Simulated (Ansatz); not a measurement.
The elements of this relaxed trial crystal are hidden behind letters.

```
lattice vectors (Å)
   8.8043    0.0000    0.0000
  -4.4021    7.6247    0.0000
   0.0000    0.0000    3.9299
fractional positions
X 0.6667 0.3333 0.0000
Z 0.0000 0.0000 0.0000
Q 0.3333 0.6667 0.0000
Q 0.7224 0.8612 0.5000
Q 0.1388 0.8612 0.5000
Q 0.1388 0.2776 0.5000
```

Theory: DFT PBE, scalar-relativistic, plane waves, PAW, and for the lanthanide a 4f-in-core norm-conserving potential, in Ansatz. Plane waves to 690 eV, a 6×6×10 mesh through Γ for the 6-atom cell and 0.10 eV Gaussian smearing; no spin polarisation.

| Property | Result |
| --- | --- |
| Space group | P-6m2 (No. 187) |
| Conventional cell | a = 8.804 Å, c = 3.930 Å |
| Volume per atom | 43.97 Å³ |
| Density | 3.51 g/cm³ |
| Formation energy | −1.14 eV/atom |
| Gap on the 6×6×10 mesh of the 6-atom cell | 0 eV (a metal) |

Energies are uncorrected and count from the elements' standard states at the same level.

Question: X is an s-block element of period 5, Z is a lanthanide and Q is a p-block element of period 4. Which elements are they?

Answer: X = Sr, Z = Sm, Q = Br, so the formula is SrSmBr4. Density times volume gives a mean mass of 3.51 × 43.97/1.6605 = 92.9 u per atom, and this set has 92.9 u. Around Sr lie 2 Sr at 3.93 Å; around Sm lie 6 Br at 2.89 Å; around Br on a site of symmetry -6m2 lie 6 Br at 3.56 Å and 2 Br at 3.93 Å (long against the sum of covalent radii); 1 more site not described. Other sets within the hints have nearly the same mass, so mass alone doesn't settle it; this one was computed.

An odd number of valence electrons (the lanthanide is held trivalent, its 4f shell in the core) allows no gap without spin; another valence of the lanthanide, a larger cell or a magnetic state could open one. A structure relaxed within its symmetry needn't be a true minimum. Another cell of SrSmBr4 relaxed alike, in P4/mmm, lies 0.65 eV/atom lower, so this cell isn't the stable form at this level.

The lanthanide is trivalent by construction, without f bands, f moments or other valences. The reference runs of the other elements, and any phases without the lanthanide, used 420 eV, which shifts energies against them by under 10 meV/atom. The lanthanide's reference is the lowest of its hcp, dhcp and fcc cells.
